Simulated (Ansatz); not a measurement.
## From the elastic tensor of ScAl3 at 7 GPa (stress–strain coefficients) to moduli and sound speeds

The calculation used DFT LDA, scalar-relativistic, plane waves, PAW (Ansatz). Plane waves to 420 eV; Γ-centred k mesh 10×10×10; Fermi-Dirac smearing of 0.15 eV. No spin polarisation.

The structure is cubic, space group Pm-3m (No. 221). Conventional cell: a = 3.948 Å, b = 3.948 Å, c = 3.948 Å, α = 90.00°, β = 90.00°, γ = 90.00°. Around Sc (site symmetry m-3m) lie 12 Al at 2.79 Å. Al (site symmetry 4/mmm) is surrounded by 4 Sc at 2.79 Å and 8 Al at 2.79 Å.

In a metal, frequencies and elastic constants depend on the k mesh and the smearing, soft modes and shear constants most. Other phases may be more stable at this pressure.

Relaxed-ion constants (GPa, on the Cartesian axes of the calculation):
```
238.5  65.4  65.4   0.0   0.0   0.0
 65.4 238.5  65.4   0.0   0.0   0.0
 65.4  65.4 238.5   0.0   0.0   0.0
  0.0   0.0   0.0  98.6   0.0   0.0
  0.0   0.0   0.0   0.0  98.6   0.0
  0.0   0.0   0.0   0.0   0.0  98.6
```

Density 3.396 g/cm³; 4 atoms in 61.56 Å³.

The values that follow are for a polycrystal of randomly turned grains, by Hill's mean where one number stands.

- Bulk modulus, Voigt / Reuss / Hill: 123.1 / 123.1 / 123.1 GPa
- Shear modulus, Voigt / Reuss / Hill: 93.8 / 93.4 / 93.6 GPa
- Young's modulus: 224 GPa
- Poisson ratio: 0.197
- Pugh ratio B/G: 1.32
- Universal anisotropy index: 0.02
- Longitudinal and transverse sound speeds: 8544 and 5249 m/s
- Debye temperature from the mean sound speed: 693 K

Whether ScAl3 exists in this form wasn't checked.

Cost: 1 run of about 0.31 core-minutes, on Intel Xeon 6975P-C (Granite Rapids) (shared hosts).